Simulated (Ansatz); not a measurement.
GaFe₃ (Cu3Au type, Pm-3m) at seven volumes, the program Ansatz at the PBEsol level (PAW), scaled uniformly. One row is withheld.

```json
[
 {"V (Å³/atom)": "10.599", "P (GPa)": "21.42"},
 {"V (Å³/atom)": "10.948", "P (GPa)": "?"},
 {"V (Å³/atom)": "11.298", "P (GPa)": "6.03"},
 {"V (Å³/atom)": "11.647", "P (GPa)": "-0.02"},
 {"V (Å³/atom)": "11.997", "P (GPa)": "-5.22"},
 {"V (Å³/atom)": "12.346", "P (GPa)": "-9.78"},
 {"V (Å³/atom)": "12.695", "P (GPa)": "-13.74"}
]
```

Task: Fit the shown pressures and predict the withheld one.

Result: P = (3/2)B₀(x^(7/2) − x^(5/2))[1 + (3/4)(B′ − 4)(x − 1)] with x = (V₀/V)^(2/3). Least squares on the six rows gives V₀ = 11.646 Å³/atom, B₀ = 189 GPa, B′ = 3.96. At V = 10.948, x = 1.0421 and P = 13.20 GPa. The run itself gave 13.09 GPa.

The workflow started from an entry of the Crystallography Open Database (COD). Whether it is the stable phase at ambient conditions was not checked. Symmetry was held in the PBEsol relaxation; whether a distortion lowers the energy is not shown. Magnetic state: ferromagnetic, chosen from 4 collinear starts compared on coarse meshes (ties went to the first, and starts can fall back to one state), not a proven ground state.

Potentials: the later of the program's two PAW sets.
